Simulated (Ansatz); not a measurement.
**Structure relaxation, Pd**

The start is a generated trial cell of Pd in the AFLOW prototype A_hR12_166_2h (as in B). A full variable-cell relaxation at zero pressure is run with r2SCAN (plane waves to 500 eV, PAW, scalar-relativistic; Ansatz, a program for electronic structure). First-step values are on the input's coarse k-mesh.

Ansatz input (later rounds restart from its end on a renewed k-mesh):
Ansatz 0.2 input:
```yaml
crystal:
  lattice:
    - [3.1026367, 1.7913081, 5.2956344]
    - [-3.1026367, 1.7913081, 5.2956344]
    - [0, -3.5826162, 5.2956344]
  atoms:
    - { symbol: Pd, position: [0.0104, 0.65729, 0.0104] }
    - { symbol: Pd, position: [0.0104, 0.0104, 0.65729] }
    - { symbol: Pd, position: [0.65729, 0.0104, 0.0104] }
    - { symbol: Pd, position: [0.9896, 0.34271, 0.9896] }
    - { symbol: Pd, position: [0.9896, 0.9896, 0.34271] }
    - { symbol: Pd, position: [0.34271, 0.9896, 0.9896] }
    - { symbol: Pd, position: [0.2206, 0.6323, 0.2206] }
    - { symbol: Pd, position: [0.2206, 0.2206, 0.6323] }
    - { symbol: Pd, position: [0.6323, 0.2206, 0.2206] }
    - { symbol: Pd, position: [0.7794, 0.3677, 0.7794] }
    - { symbol: Pd, position: [0.7794, 0.7794, 0.3677] }
    - { symbol: Pd, position: [0.3677, 0.7794, 0.7794] }
basis: { ecutwfc: 500, ecutrho_ratio: 4, xc_grid: 4, fft_grid_basis: typed }
kpoints: { mp_grid: { grid: [5, 5, 5] } }
hamiltonian:
  xc: r2scan
  dispersion: none
  pseudopotentials: { azcp: { folder: ./paw }, kind: paw }
scf: { occupations: { method: fermi_dirac, width: 0.05 } }
relax: { f_tol: 0.01, max_steps: 100, cell: { stress_tol: 0.02 } }
output: { forces: true, stress: true }
```

Question: How large is the pressure on the unrelaxed cell, and of which sign?

Answer: +125 GPa (positive: the cell is compressed).

Question: By how much does the energy per atom fall from start to end?

Answer: 2.36 eV/atom.

Question: How does the volume per atom move from start to end?

Answer: +31.3 %, from 14.72 to 19.32 Å³/atom.

Question: How do the shortest distances between atoms change?

Answer: The closest pairs of elements (up to four, under 3.6 Å), start → end: Pd–Pd 2.16 → 2.50 Å.

Question: Is the relaxed structure metallic? Give its gap.

Answer: Zero (metallic).

Question: Write out the relaxed structure.

Answer: 
```cif
data_Pd36
_chemical_formula_sum 'Pd36'
_space_group_name_H-M_alt 'R-3m :H'
_space_group_IT_number 166
_space_group_name_Hall '-R 3 2"'
_cell_length_a 6.46115
_cell_length_b 6.46115
_cell_length_c 19.23537
_cell_angle_alpha 90.000
_cell_angle_beta 90.000
_cell_angle_gamma 120.000
loop_
_atom_site_label
_atom_site_type_symbol
_atom_site_symmetry_multiplicity
_atom_site_Wyckoff_symbol
_atom_site_fract_x
_atom_site_fract_y
_atom_site_fract_z
_atom_site_occupancy
Pd1 Pd 18 h 0.26802 0.13401 0.22884 1
Pd2 Pd 18 h 0.19881 0.39761 0.03709 1
```
(The calculation used a cell of 12 atoms; values per cell refer to that cell.)

The space group stays R-3m (No. 166) (the run could not lower it), with 12 atoms in the primitive cell. Final values are on a 7×7×7 k-mesh of the relaxed cell. No spin polarisation in the result.

The run could not lose the symmetry of its start, so the end can be a saddle point.

The relaxed structure here is a generated cell of Pd: the first start was made by placing the elements on the sites of a structure type, and the end was not matched to a known phase here, so it may be hypothetical. Known forms of Pd include space group No. 225.
